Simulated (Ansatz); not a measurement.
ZnSe in space group P4_2/mmc (No. 131; Zn on 2c, Se on 2e) under volume change, PBEsol (plane waves, PAW; program Ansatz), shape and atoms relaxed at each volume.

| V (Å³/atom) | E − E(relaxed) (meV/atom) | P (GPa) |
|---|---|---|
| 21.542 | 30.7 | 4.93 |
| 22.253 | 13.2 | 3.06 |
| 22.963 | 3.2 | 1.47 |
| 23.673 | 0.0 | 0.00 |
| 24.383 | 3.0 | -1.32 |
| 25.093 | 11.5 | -2.49 |
| 25.804 | 24.7 | -3.42 |

Question: What does a third-order Birch–Murnaghan fit give for V₀, B₀ and B′?

Answer: V₀ = 23.66 Å³/atom, B₀ = 45.6 GPa, B′ = 3.0.

A made-up cell: these elements were put on the sites of a structure type; neither database checked (COD, Materials Project) lists it. It is not the phase usual at ambient conditions (space group No. 216). Symmetry was held in the PBEsol relaxation. At this level the phase is dynamically unstable (imaginary phonons).

Potentials: the later of the program's two PAW sets.
